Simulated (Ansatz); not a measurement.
# Phonons of AlB2-type GdSi2

Computed with Ansatz (plane waves, PAW, 420 eV cutoff): PBEsol, scalar-relativistic, collinear spin, Gaussian smearing of 0.15 eV. The datasets are Ansatz's generated set soft_2.

```
CELL_PARAMETERS angstrom
4.04942 0.00000 0.00000
-2.02471 3.50690 0.00000
0.00000 0.00000 3.94415
ATOMIC_POSITIONS crystal
Gd 0.00000 0.00000 0.00000
Si 0.33333 0.66667 0.50000
Si 0.66667 0.33333 0.50000
```

The start was a prototype's sites filled with these elements, not a measured cell.

Moments typed, the run going on from the state of an earlier one (μB, in the order of the atoms): 7.49, 0.0, 0.0.

The spin moment ends at 6.63 μB for each cell as shown.

Force constants come from finite displacements in a 2×2×2 supercell (the unit cell's 10×10×8 k-mesh, folded to it); the long-range dipole term is not included. Points in reciprocal vectors of this cell: Γ = (0.000, 0.000, 0.000), M = (0.500, 0.000, 0.000), K = (0.333, 0.333, 0.000), A = (0.000, 0.000, 0.500), L = (0.500, 0.000, 0.500), H = (0.333, 0.333, 0.500).

Q: Is the structure dynamically stable along this path, and where does the spectrum end?

A: Yes: no branch is imaginary beyond numerical noise. The highest frequency is 438 cm⁻¹, at H. Points that don't fit the supercell are interpolated.

Frequencies at the named points (cm⁻¹, imaginary ones negative):
```tsv
point	ω (cm⁻¹)
Γ	0 0 0 115 175 175 247 430 430
M	93 102 110 158 188 195 289 375 427
K	103 103 120 168 188 188 330 330 434
A	82 82 122 170 170 172 221 410 410
L	86 102 125 157 194 227 297 372 434
H	93 93 126 177 213 213 334 334 438
```

Q: What does the harmonic approximation give for the vibrational free energy, entropy and heat capacity?

A: Zero-point energy 39.7 meV/atom.
```csv
T (K),F_vib (meV/atom),S (J/K per mole of atoms),C_V (J/K per mole of atoms)
100,36.2,9.4,13.4
200,20.1,21.1,20.1
300,-6.5,29.8,22.4
400,-40.9,36.4,23.5
500,-81.5,41.7,24.0
600,-127.0,46.1,24.3
700,-176.7,49.8,24.4
800,-230.1,53.1,24.5
900,-286.7,56.0,24.6
1000,-346.1,58.6,24.7
```

The highest mode, 438 cm⁻¹, is worth 630 K. At 300 K the heat capacity has reached 90 % of the classical limit 3R = 24.9 J/K per mole of atoms, since the stiffer modes are still partly frozen out.

The crystal is a metal or nearly so; low and unstable modes depend on mesh and smearing.

Run time: 4 min on 4 threads of Intel(R) Xeon(R) 6975P-C (Granite Rapids) (shared host), peak memory 5.7 GiB.

Without a U the 4f levels of Gd lie too near the Fermi level, so their share of the states there, and what hangs on it, is overstated. No spin–orbit coupling, a notable omission for heavy elements. Site moments are of spin, integrated over atomic spheres. Only parallel moments were tried, so the real magnetic order may be another.
